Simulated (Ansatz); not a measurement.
TiO$_{2}$:
```cif
data_O4Ti2
_chemical_formula_sum 'Ti2 O4'
_space_group_name_H-M_alt 'P42/mnm'
_space_group_IT_number 136
_space_group_name_Hall '-P 4n 2n'
_cell_length_a 4.59117
_cell_length_b 4.59117
_cell_length_c 2.93906
_cell_angle_alpha 90.000
_cell_angle_beta 90.000
_cell_angle_gamma 90.000
loop_
_atom_site_label
_atom_site_type_symbol
_atom_site_symmetry_multiplicity
_atom_site_Wyckoff_symbol
_atom_site_fract_x
_atom_site_fract_y
_atom_site_fract_z
_atom_site_occupancy
Ti1 Ti 2 a 0.00000 0.00000 0.00000 1
O1 O 4 f 0.30444 0.30444 0.00000 1
```

Relaxed with PBEsol. PBEsol (plane waves, PAW; program Ansatz) gives a gap of 1.87 eV.

Question: What gap does HSE06 give on the same cell (Ansatz, PAW)?

Answer: 3.40 eV, 1.53 eV more. The hybrid was solved on a coarser mesh and at special points; its gap is the smallest among all of these.

```tsv
k	v1 PBEsol	c1 PBEsol	v1 HSE06	c1 HSE06
Γ	0.00	1.87	0.00	3.40
Z	-1.44	3.01	[?]	[?]
M	-1.08	1.90	-1.14	3.42
A	-0.67	2.62	[?]	[?]
R	-1.05	1.91	[?]	[?]
X	-0.76	2.55	[?]	[?]
```

Question: Top valence (v1) and lowest conduction level (c1) in eV from each method's valence maximum (which need not be a listed point): supply the withheld HSE06 values.

Answer: 
- Z, v1 HSE06: -1.61
- Z, c1 HSE06: 4.61
- A, v1 HSE06: -0.75
- A, c1 HSE06: 4.20
- R, v1 HSE06: -1.13
- R, c1 HSE06: 3.45
- X, v1 HSE06: -0.82
- X, c1 HSE06: 4.15

Cost on shared cores: the PBEsol run (SCF on a 6×6×9 mesh, then bands and DOS) very roughly 30 core-seconds, the HSE06 run (SCF on 4×4×6, then a few points) very roughly 2.9 core-minutes; the tasks are unlike.

Space group P4_2/mnm (rutile). Symmetry was held in the PBEsol relaxation. The run is not spin-polarised.

Potentials: the later of the program's two PAW sets.
